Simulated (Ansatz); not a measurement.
BN:
Space group P6₃/mmc (No. 194); a = 2.505 Å, b = 2.505 Å, c = 6.665 Å, α = 90.00°, β = 90.00°, γ = 120.00°

```
atom  site  symmetry       x       y       z
----  ----  --------  ------  ------  ------
B       2b      -6m2  0.0000  0.0000  0.2500
N       2d      -6m2  0.6667  0.3333  0.2500
```

Relaxed at zero pressure with PBE+D3(BJ) in the plane-wave PAW code Ansatz.

Task: The volume is lowered by 9 % and shape and atoms relax at that volume. What pressure results, and how do the axes share the change?

Result: 4.1 GPa; a -0.4 %, b -0.4 %, c -8.3 %; the energy rises by 9 meV/atom.

Task: Give the new structure.

Result: 
Space group P6₃/mmc (No. 194); a = b = 2.495 Å, c = 6.112 Å, α = β = 90.00°, γ = 120.00°

```
atom  site  symmetry       x       y       z
----  ----  --------  ------  ------  ------
B       2b      -6m2  0.0000  0.0000  0.2500
N       2d      -6m2  0.6667  0.3333  0.2500
```

The phase is kept; no other phase was compared at this pressure.

Space group P6_3/mmc. The first step of the workflow began from a Materials Project structure, measured or hypothetical. Its sites differ from those of the usual phase in this space group: another stacking or structure type. The PBE+D3(BJ) relaxation kept the symmetry of its start; its stability against distortions is not shown here.

Potentials: the earlier of the program's two PAW sets.
